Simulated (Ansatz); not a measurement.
KF:
```xyz
2
Lattice="3.0832 0.0000 0.0000 0.0000 3.0832 0.0000 0.0000 0.0000 3.0832" Properties=species:S:1:pos:R:3 pbc="T T T"
K      0.0000     0.0000     0.0000
F      1.5416     1.5416     1.5416
```

x, y and z are the axes in which the lattice vectors are written.

**Question.** Give the high-frequency dielectric tensor and the Born effective charge tensors of the independent atoms from DFPT, DFT-LDA in the program Ansatz with PAW potentials.

**Answer.** 
ε∞:
```
2.31  0.00  0.00
0.00  2.31  0.00
0.00  0.00  2.31
```
Z* of atom 1 (K), rows: field, columns: displacement, in e:
```
1.19  0.00  0.00
0.00  1.19  0.00
0.00  0.00  1.19
```
Z* of atom 2 (F), rows: field, columns: displacement, in e:
```
-1.19   0.00   0.00
 0.00  -1.19   0.00
 0.00   0.00  -1.19
```

Space group Pm-3m (CsCl type). The workflow started from a Materials Project entry (that database holds measured and hypothetical structures alike); the Crystallography Open Database copy checked does not list it. It is not the phase usual at ambient conditions (space group No. 225). The cell was relaxed with LDA under the symmetry of its start; its stability against distortions is not shown here.

Potentials: the later of the program's two PAW sets.
